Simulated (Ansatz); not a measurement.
BaCuTeF:
```yaml
crystal:
  lattice:
    - [4.41957, 0.00000, 0.00000]
    - [0.00000, 4.41957, 0.00000]
    - [0.00000, 0.00000, 9.42636]
  atoms:
    - { symbol: Ba, position: [0.00000, 0.50000, 0.65671] }
    - { symbol: Ba, position: [0.50000, 0.00000, 0.34329] }
    - { symbol: Cu, position: [0.00000, 0.00000, 0.00000] }
    - { symbol: Cu, position: [0.50000, 0.50000, 0.00000] }
    - { symbol: Te, position: [0.50000, 0.00000, 0.84020] }
    - { symbol: Te, position: [0.00000, 0.50000, 0.15980] }
    - { symbol: F, position: [0.50000, 0.50000, 0.50000] }
    - { symbol: F, position: [0.00000, 0.00000, 0.50000] }
```

Relaxed with r²SCAN. r²SCAN (plane waves, PAW; program Ansatz) gives a gap of 1.23 eV.

Question: What gap does HSE06 give on the same cell (Ansatz, PAW)?

Answer: 1.95 eV, 0.72 eV more. The hybrid was solved on a coarser mesh and at special points; its gap is the smallest among all of these.

```json
[
 {"k": "Γ", "v1 r²SCAN": "0.00", "c1 r²SCAN": "1.23", "v1 HSE06": "0.00", "c1 HSE06": "1.95"},
 {"k": "Z", "v1 r²SCAN": "-0.01", "c1 r²SCAN": "1.42", "v1 HSE06": "-0.02", "c1 HSE06": "2.20"},
 {"k": "M", "v1 r²SCAN": "-1.53", "c1 r²SCAN": "2.66", "v1 HSE06": "[?]", "c1 HSE06": "[?]"},
 {"k": "A", "v1 r²SCAN": "-1.53", "c1 r²SCAN": "3.18", "v1 HSE06": "[?]", "c1 HSE06": "[?]"},
 {"k": "R", "v1 r²SCAN": "-0.71", "c1 r²SCAN": "2.45", "v1 HSE06": "[?]", "c1 HSE06": "[?]"},
 {"k": "X", "v1 r²SCAN": "-0.71", "c1 r²SCAN": "2.35", "v1 HSE06": "[?]", "c1 HSE06": "[?]"}
]
```

Question: Top valence (v1) and lowest conduction level (c1) in eV from each method's valence maximum (which need not be a listed point): supply the withheld HSE06 values.

Answer: 
- X, v1 HSE06: -0.84
- X, c1 HSE06: 3.03
- R, v1 HSE06: -0.83
- R, c1 HSE06: 3.14
- A, v1 HSE06: -2.27
- A, c1 HSE06: 3.74
- M, v1 HSE06: -2.27
- M, c1 HSE06: 3.25

Cost on shared cores: the r²SCAN run (SCF on a 6×6×3 mesh, then bands and DOS) around 3 core-minutes (rough), the HSE06 run (SCF on 4×4×2, then a few points) about 6 core-minutes (a rough figure); the tasks are unlike.

Space group P4/nmm. The first step of the workflow began from a Materials Project structure, measured or hypothetical; the Crystallography Open Database copy checked does not list it. Its standing as an ambient phase is unchecked. Symmetry was held in the r²SCAN relaxation; whether a distortion lowers the energy is not shown. The run is not spin-polarised. No Hubbard U is applied. Spin–orbit coupling is left out wherever it is not named.

Potentials: the later of the program's two PAW sets.
